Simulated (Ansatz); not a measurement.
The end point of a relaxation of CeO2. Space group Fm-3m (No. 225), fluorite type. Computed with r2SCAN (plane waves to 500 eV, PAW, scalar-relativistic; Ansatz, a quantum-chemistry and plane-wave program).

```cif
data_CeO2
_chemical_formula_sum 'Ce1 O2'
_space_group_name_H-M_alt 'P 1'
_space_group_IT_number 1
_cell_length_a 3.84507
_cell_length_b 3.84507
_cell_length_c 3.84507
_cell_angle_alpha 60.000
_cell_angle_beta 60.000
_cell_angle_gamma 60.000
loop_
_space_group_symop_operation_xyz
  'x, y, z'
loop_
_atom_site_label
_atom_site_type_symbol
_atom_site_fract_x
_atom_site_fract_y
_atom_site_fract_z
_atom_site_occupancy
Ce1 Ce 0.00000 0.00000 0.00000 1
O1 O 0.25000 0.25000 0.25000 1
O2 O 0.75000 0.75000 0.75000 1
```

What is the computed band gap (r2SCAN)?

2.16 eV, indirect (valence top at k = (0, 0.2727, -0.2727), conduction bottom at L) (no spin-orbit coupling).

What smallest direct gap does r2SCAN give?

2.26 eV at 25 % of the way from K to Γ.

Estimate the magnetic moment that r2SCAN returns for this input.

Zero (the starting moments vanished).

No spin polarisation in the result: the starting moments vanished. No Hubbard U is applied. The 4f state was not searched, so a lower electronic state may exist.

Measured for CeO2: a 5.391 Å (0 K or low temperature; as listed in Stimac, Jared C., Goldman, Nir, arXiv (2024)); gap 3 eV (as listed in Fabien Tran et al., Journal of Applied Physics (2019)). Computed minus measured — a: r2SCAN +0.9 %; gap: r2SCAN -0.84 eV. The computed values are for a static lattice, and a measured gap can be an optical one, lowered by exciton binding.

The run could not lose the symmetry of its start; a randomly shaken copy of 3 atoms returns to this structure.

All atoms sit on sites fixed by symmetry, so only the cell could relax.
